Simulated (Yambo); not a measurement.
Here is the system:

```
SnO
1.0
    3.67143     0.00000     0.00000
    0.00000     3.67143     0.00000
    0.00000     0.00000    15.30000
O Sn
2 2
Direct
  0.00000   0.50000   0.00000
  0.50000   0.00000   0.00000
  0.00000   0.00000   0.07892
  0.50000   0.50000   0.92108
```

Workflow: norm-conserving PBE (stringent potentials; Quantum ESPRESSO, 102 Ry, scalar-relativistic), then G0W0 in Yambo (4×4×1 Γ-centred k mesh, bands 9 to 158 and a 8 Ry block in the screening, 158 bands in G with the Bruneval-Gonze terminator, plasmon pole fitted at 27.2 eV, slab-truncated Coulomb interaction, stochastic integration of W near q = 0).

Give the PBE and G0W0 gaps between the band edges found on this mesh, and say where the edges lie.

Edges: (0.25, 0.25) → X. PBE: 3.15 eV; G0W0: 4.98 eV. Convergence of the G0W0 settings was not tested. Spin-orbit splittings are left out.

Geometry strained from the cell relaxed with PBEsol, atoms relaxed again.

This is a model layer cut from the bulk structure; whether it is stable on its own was not checked.
